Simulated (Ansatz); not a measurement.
Total density of states per atom from r²SCAN in the plane-wave PAW code Ansatz, in 0.25 eV bins, energy from the Fermi level:

(E (eV), states/eV/atom): (-7.85, 0.00); (-7.60, 0.00); (-7.35, 0.00); (-7.10, 0.00); (-6.85, 0.05); (-6.60, 0.27); (-6.35, 0.42); (-6.10, 0.42); (-5.85, 0.40); (-5.60, 0.35); (-5.35, 0.35); (-5.10, 0.33); (-4.85, 0.27); (-4.60, 0.32); (-4.35, 0.30); (-4.10, 0.31); (-3.85, 0.37); (-3.60, 0.40); (-3.35, 0.42); (-3.10, 0.46); (-2.85, 0.49); (-2.60, 0.45); (-2.35, 0.45); (-2.10, 0.47); (-1.85, 0.51); (-1.60, 0.62); (-1.35, 0.38); (-1.10, 0.25); (-0.85, 0.20); (-0.60, 0.15); (-0.35, 0.12); (-0.10, 0.07); (0.15, 0.08); (0.40, 0.17); (0.65, 0.24); (0.90, 0.36); (1.15, 0.46); (1.40, 0.40); (1.65, 0.47); (1.90, 0.41); (2.15, 0.42); (2.40, 0.57); (2.65, 0.52); (2.90, 0.60); (3.15, 0.61); (3.40, 0.67); (3.65, 0.51); (3.90, 0.56); (4.15, 0.55); (4.40, 0.51); (4.65, 0.49)

Which of these materials gives this?
(A) MgAl2Ge2, P-3m1 (Mg on 1a, Al on 2d, Ge on 2d)
(B) MgSe, rock salt
(C) Ge2W, P6/mmm (W on 1a, Ge on 2d)
(D) AlN, P6_3mc (Pearson symbol hP12)

A, MgAl2Ge2, P-3m1 (Mg on 1a, Al on 2d, Ge on 2d). Within 0.5 eV of the Fermi level: Ge 4p 45 %, Al 3p 17 %, Al 3s 15 %, Mg 3s 12 %, Ge 4s 6 %, outside the projected shells 7 %. Projections are on Löwdin-orthogonalised atomic valence shells; empty p or d shells of many metals are not among them.

The first step of the workflow began from a Materials Project structure, measured or hypothetical; the Crystallography Open Database copy checked does not list it. Whether it is the stable phase at ambient conditions was not checked. The r²SCAN relaxation kept the symmetry of its start; whether a distortion lowers the energy is not shown. Scalar-relativistic: spin–orbit coupling is off unless named, which matters more the heavier the elements.

Potentials: the later of the program's two PAW sets.
